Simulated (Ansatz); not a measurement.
In2BiP (ordering on zincblende) by several functionals

All numbers come from Ansatz 0.2.0. (Calculated; non-magnetic; the phase may be known or hypothetical.)

The cell is In2BiP, ordered on the zincblende lattice (P-4m2) with 4 atoms a cell; cell and atoms were relaxed with r2SCAN. The symmetry is P-4m2 (No. 115, tetragonal); a = 4.459 Å, c = 6.367 Å in the conventional setting, 31.65 Å³ an atom. Around P lie 4 In at 2.63 Å; around In lie 2 P at 2.63 Å and 2 Bi at 2.86 Å; around Bi lie 4 In at 2.86 Å.

```
P In Bi
1.0
     4.45895    0.00000    0.00000
     0.00000    4.45895    0.00000
     0.00000    0.00000    6.36747
P In Bi
1 2 1
Direct
  0.00000 0.00000 0.00000
  0.00000 0.50000 0.78142
  0.50000 0.00000 0.21858
  0.50000 0.50000 0.50000
```

Relaxed lattice by functional, symmetry kept:
```tsv
functional	k mesh	a (Å)	c (Å)	volume (Å³/atom)
PBE	6×6×4	4.509	6.450	32.79
r2SCAN	6×6×4	4.459	6.367	31.65
```

On this one geometry the levels give:
```
  level  k mesh             gap (eV)      kind           edges  least direct gap (eV)       rough cost
    PBE   6×6×4  none (overlap 0.02)         –               –                      –  10 core-seconds
PBE+SOC   6×6×4                 0.02  indirect  Γ–Z (0.10) → R                   0.34  30 core-seconds
 r2SCAN   6×6×4  none (overlap 0.02)         –               –                      –  13 core-seconds
```
All runs use a smearing of 0.02 eV.
Wave cutoffs: 420 eV, 500 eV (r2SCAN).
Points off the special ones are mesh points or PBE's searched band edges, reused at the other levels.
Costs come from shared machines and give only the order; PBE's includes the band path. The runs had 2 threads of Intel(R) Xeon(R) 6975P-C (Granite Rapids), on a shared host.

r2SCAN gives no gap: the lowest nominally empty band dips 0.02 eV below the top of the last filled one (its bottom at Γ–Z (0.10 of the way from Γ), the top at Γ), so the cell is a metal or semimetal at this level. PBE+SOC gives an indirect gap of 0.02 eV, from Γ–Z (0.10 of the way from Γ) to R; the least direct gap is 0.34 eV at Γ–Z (0.10 of the way from Γ). (This is within a few times the smearing of 0.02 eV, so the filling near the edges can be smeared.) With so small a gap spin-orbit coupling can invert the bands, which the size of the gap doesn't show: the edges may have crossed and parted again.

The levels disagree on the kind of gap: indirect with PBE+SOC; no gap with PBE, r2SCAN.

Only the levels marked +SOC include spin-orbit coupling.
